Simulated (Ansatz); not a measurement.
**CsPbBr3 (cubic perovskite): scan of one atom of the cell**

Relaxed CsPbBr₃ (cubic perovskite):

```
CsPbBr3
1.0
    6.00277     0.00000     0.00000
    0.00000     6.00277     0.00000
    0.00000     0.00000     6.00277
Cs Pb Br
1 1 3
Cartesian
  0.00000   0.00000   0.00000
  3.00138   3.00138   3.00138
  0.00000   3.00138   3.00138
  3.00138   3.00138   0.00000
  3.00138   0.00000   3.00138
```

In this cell atom 1 (Cs, nearest neighbour Br at 4.245 Å; its periodic images, 6.0 Å or more away, move with it) is moved by s along Cartesian x, unit vector (1.000, 0.000, 0.000); all other atoms and the cell stay fixed.

Method: PBE (plane waves to 420 eV, PAW, scalar-relativistic; Ansatz, an electronic-structure program). k mesh 5×5×5 (Γ-centred), Fermi-Dirac smearing 0.05 eV. E stands for the smeared free energy. Stress and pressure are positive under compression. F∥ is the force on the atom along that direction. CsPbBr3 was relaxed with its symmetry unable to fall. Spin-orbit coupling is left out, though Pb is heavy. The PAW data are Ansatz's earlier set. This is a high-temperature form of CsPbBr3. ΔE is measured from the undisplaced structure.

```
s (Å)   ΔE (meV/cell)  P (GPa)  F∥ (eV/Å)
------  -------------  -------  ---------
-0.850           51.3     0.44      0.215
-0.680           23.3     0.26      0.120
-0.510            8.8     0.12      0.057
-0.340            2.5     0.03      0.021
-0.170            0.4    -0.02      0.006
0.000             0.0    -0.04      0.000
0.170             0.4    -0.02     -0.006
0.340             2.5     0.03     -0.021
0.510             8.8     0.12     -0.057
0.680            23.3     0.26     -0.120
0.850            51.3     0.44     -0.215
```

Summary:

```
Quantity                                                                                                          Result
--------------------------------------------------------  --------------------------------------------------------------
Energy at s = 0.850 Å                                                                                      51.3 meV/cell
Force along the line at s = -0.850 Å                                                                          0.215 eV/Å
Symmetry of the curve                                                                      even: the same for both signs
Shape of the curve                                        a single well with its minimum at or next to zero displacement
Force constant k = d²E/ds² at s = 0 (finite differences)                                                      0.02 eV/Å²
```

(A displaced cell: forces are minus the slopes of the energy, force constants its curvatures, and phonons follow from these.)
